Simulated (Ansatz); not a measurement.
GeRh in space group Pnma (No. 62; Ge on 4c, Rh on 4c) at seven volumes, r²SCAN (plane waves, PAW; program Ansatz), shape and atoms relaxed at each. One row is withheld.

```csv
V (Å³/atom),P (GPa)
13.736,19.22
14.189,11.36
14.641,5.47
15.094,0.00
15.547,?
16.000,-7.76
16.453,-10.64
```

### Question
Fit the shown pressures and predict the withheld one.

### Answer
P = (3/2)B₀(x^(7/2) − x^(5/2))[1 + (3/4)(B′ − 4)(x − 1)] with x = (V₀/V)^(2/3). Least squares on the six rows gives V₀ = 15.101 Å³/atom, B₀ = 157 GPa, B′ = 5.41. At V = 15.547, x = 0.9808 and P = -4.22 GPa. The run itself gave -4.71 GPa.

The first step of the workflow began from a Materials Project structure, measured or hypothetical; the Crystallography Open Database files this formula in space group No. 62, but the cells were not matched. Its standing as an ambient phase is unchecked. The r²SCAN relaxation kept the symmetry of its start; whether a distortion lowers the energy is not shown. No spin polarisation was allowed.

Potentials: the later of the program's two PAW sets.
